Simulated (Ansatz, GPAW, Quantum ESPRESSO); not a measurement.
**Mo3Zn: energy against volume and a worked fit**

```xyz
4
Lattice="3.9432 0.0000 0.0000 0.0000 3.9432 0.0000 0.0000 0.0000 3.9432" Properties=species:S:1:pos:R:3 pbc="T T T"
Mo    1.9716    1.9716    0.0000
Mo    1.9716    0.0000    1.9716
Mo    0.0000    1.9716    1.9716
Zn    0.0000    0.0000    0.0000
```

The cell comes from a database or a generator and needn't be the stable form of this composition.

The cell was scaled at fixed shape and fractions and run with Ansatz, Ansatz PAW, cutoff 420 eV; PBE, k mesh 7 × 7 × 7 on the cell of 4 atoms, fermi-dirac occupations of 0.05 eV, no spin polarisation, no spin-orbit coupling. Energies are those that the program minimises, any entropy of the smearing included. For a metal such a mesh isn't converged to the digits shown.

```tsv
V (Å³/atom)	energy over the lowest row (meV/atom)
14.4078	32.81
14.7144	?
15.0209	1.67
15.3275	0.00
15.6340	6.35
15.9406	19.93
16.2471	39.96
```

Question: Fit the third-order Birch-Murnaghan form, give V0, B0 and B′, and predict the energy left open.

Answer: With y = (V0/V)^(2/3), E = E0 + (9 V0 B0/16) [(y - 1)³ B′ + (y - 1)² (6 - 4y)]. Least squares through the rows shown give V0 = 15.2339 Å³/atom, E0 = -0.38 meV, B0 = 215.1 GPa (1 eV/Å³ = 160.218 GPa) and B′ = 4.33, with a largest miss of 0.01 meV. At V = 14.7144 the form with these constants gives 12.27 meV; the run gave 12.26 meV an atom. Other set-ups at this level, from all their volumes (Å³/atom, GPa): GPAW, GPAW PAW data sets (gpaw-data 1.2.1): V0 15.218, B0 213.4; Quantum ESPRESSO, SSSP 1.3 efficiency PBE: V0 15.227, B0 215.4.
